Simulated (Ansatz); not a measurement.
Relaxed-ion elastic tensor of ZrS₂ (CdI2 type, space group No. 164) in GPa (Voigt order), LDA in the plane-wave PAW code Ansatz; density 4.08 g/cm³, 21.10 Å³ per atom.

```
      1     2     3     4     5     6
-  ----  ----  ----  ----  ----  ----
1   143  27.7   8.1  -2.5   0.0   0.0
2  27.7   143   8.1   2.5   0.0   0.0
3   8.1   8.1  47.2   0.0   0.0   0.0
4  -2.5   2.5   0.0  12.2   0.0   0.0
5   0.0   0.0   0.0   0.0  12.2  -2.5
6   0.0   0.0   0.0   0.0  -2.5  57.4
```

### Question
Is the crystal mechanically stable?

### Answer
Yes: the smallest eigenvalue of C is 12.1 GPa.

### Question
Work out the Voigt, Reuss and Hill averages.

### Answer
K_V = 46.7, K_R = 34.0, K_H = 40.4; G_V = 35.6, G_R = 21.2, G_H = 28.4 GPa.

### Question
Give Young's modulus, Poisson's ratio, Pugh's ratio and the universal anisotropy index.

### Answer
E = 9KG/(3K + G) = 69.0 GPa; ν = 0.22; K/G = 1.42 (brittle by the Pugh limit of 1.75); A_U = 5G_V/G_R + K_V/K_R − 6 = 3.78.

### Question
Estimate the sound speeds and the Debye temperature.

### Answer
v_l = √((K + 4G/3)/ρ) = 4380 m/s, v_t = √(G/ρ) = 2640 m/s, mean 2920 m/s; Θ = (h/k)(3n/4πV)^(1/3) v_m = 314 K.

### Question
How much does each axis shrink under pressure?

### Answer
Linear compressibilities β_i = Σ_j S_ij (j = 1 to 3): x 4.9, y 4.9, z 19 per TPa.

Space group P-3m1 (CdI2 type). Symmetry was held in the LDA relaxation; phonons on a q-mesh show no instability. No spin polarisation was allowed. A crystal of weakly bound layers computed without a dispersion correction: the cell and the soft elastic constants depend strongly on that.

Potentials: the later of the program's two PAW sets.
